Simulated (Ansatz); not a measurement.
Si$_{5}$Te$_{8}$:
Space group P-3m1 (No. 164); a = 7.815 Å, b = 7.815 Å, c = 6.788 Å, α = 90.00°, β = 90.00°, γ = 120.00°

| atom | site | symmetry | x | y | z |
|---|---|---|---|---|---|
| Si | 1a | -3m. | 0.0000 | 0.0000 | 0.0000 |
| Te | 6i | .m. | 0.3319 | 0.1660 | 0.2410 |
| Si | 3e | .2/m. | 0.0000 | 0.5000 | 0.0000 |
| Te | 2d | 3m. | 0.3333 | 0.6667 | 0.2267 |
| Si | 1b | -3m. | 0.0000 | 0.0000 | 0.5000 |

Relaxed with PBE.

**Question.** Which orbitals make up the states near the Fermi level in plane-wave PAW PBE (Ansatz code)?

**Answer.** Within 0.5 eV of the Fermi level: Te 5p 68 %, Si 3s 18 %, Si 3p 9 %. Projections are on Löwdin-orthogonalised atomic valence shells; empty p or d shells of many metals are not among them.

**Question.** Tabulate the density of states.

**Answer.** States/eV per cell of 13 atoms, in 0.25 eV bins, energy from the Fermi level.

```
E (eV)  total  Te 5p  Si 3p  Si 3s
------  -----  -----  -----  -----
-7.85    4.64   1.50   0.16   2.42
-7.60    6.69   2.02   0.26   3.66
-7.35    6.54   1.86   0.26   3.43
-7.10    3.09   0.87   0.14   1.47
-6.85    2.72   0.80   0.15   1.19
-6.60    1.10   0.30   0.05   0.48
-6.35    1.60   0.44   0.08   0.66
-6.10    5.19   1.78   0.48   1.70
-5.85    1.19   0.47   0.20   0.29
-5.60    0.12   0.06   0.04   0.02
-5.35    2.07   1.10   0.74   0.10
-5.10    7.04   4.01   2.61   0.10
-4.85    6.16   3.50   2.22   0.14
-4.60    5.74   3.29   1.95   0.19
-4.35    8.61   4.91   3.03   0.27
-4.10    6.92   3.90   2.37   0.31
-3.85    6.64   3.86   2.21   0.23
-3.60    8.63   5.22   2.69   0.24
-3.35    8.16   4.95   2.59   0.17
-3.10    8.31   5.02   2.71   0.16
-2.85    9.25   5.65   2.98   0.20
-2.60    7.39   4.77   2.07   0.19
-2.35    7.90   5.31   2.03   0.20
-2.10    8.10   5.82   1.71   0.22
-1.85    8.34   6.26   1.52   0.20
-1.60    9.41   7.33   1.43   0.26
-1.35   11.66   9.65   1.34   0.26
-1.10    9.81   8.35   0.90   0.23
-0.85    8.39   7.13   0.51   0.43
-0.60    8.21   6.70   0.46   0.70
-0.35    7.19   5.59   0.39   0.86
-0.10    4.20   2.66   0.36   0.90
0.15     5.42   3.28   0.57   1.21
0.40     4.94   2.90   0.61   1.10
0.65     4.24   2.44   0.54   0.96
0.90     5.37   2.96   0.78   1.22
1.15     3.41   1.80   0.53   0.78
1.40     1.47   0.47   0.63   0.18
1.65     4.88   1.25   2.67   0.20
1.90     5.59   1.47   2.94   0.20
2.15     5.74   1.60   2.91   0.17
2.40     3.71   0.99   1.80   0.06
2.65     8.11   2.36   3.94   0.14
2.90    10.38   3.14   4.91   0.13
3.15    11.89   3.62   5.39   0.12
3.40     9.50   3.02   4.23   0.09
3.65    10.04   3.17   4.29   0.09
3.90    10.92   3.50   4.34   0.11
4.15     9.25   2.75   3.31   0.11
4.40    10.51   2.76   3.32   0.13
4.65     8.84   2.17   2.53   0.08
```

The start of the workflow was typed in or built on a structure type; neither database checked (COD, Materials Project) lists it. Its standing as an ambient phase is unchecked. The cell was relaxed with PBE under the symmetry of its start; whether a distortion lowers the energy is not shown. Spin–orbit coupling is left out wherever it is not named.

Potentials: the earlier of the program's two PAW sets.
